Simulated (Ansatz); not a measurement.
Two states of Eu

```
Eu
1.0
    -4.53995    4.53995    4.53995
     2.26998   -2.26998    2.26998
     2.26998    2.26998   -2.26998
Eu
2
Direct
  0.00000 0.00000 0.00000
  0.50000 0.00000 0.00000
```

Single point in Ansatz 0.2.0 with PBE. Cutoff 420 eV, PAW datasets, 4×8×8 Γ-centred k mesh, fermi-dirac filling (width 0.1 eV).

State A: Eu1 up, Eu2 up (collinear spin). State B: Eu1 up, Eu2 down (collinear spin).

Q: Which state is lower, and how do they differ?

A: State A is lower by 10.6 meV an atom at zero smearing; in free energy at this smearing B lies +12.0 meV an atom from A.

```csv
state,free energy (meV/atom),largest moment in a small sphere (μB),net moment (μB/cell),gap on mesh (eV),pressure (GPa),largest force (eV/Å)
A,0.0,7.08,14.71,metal,-1.2,0.00
B,12.0,6.99,0.00,metal,-1.3,0.00
```

Origin: a database entry at a rescaled volume. Caveats: f shells without a U or exact exchange are poorly placed.
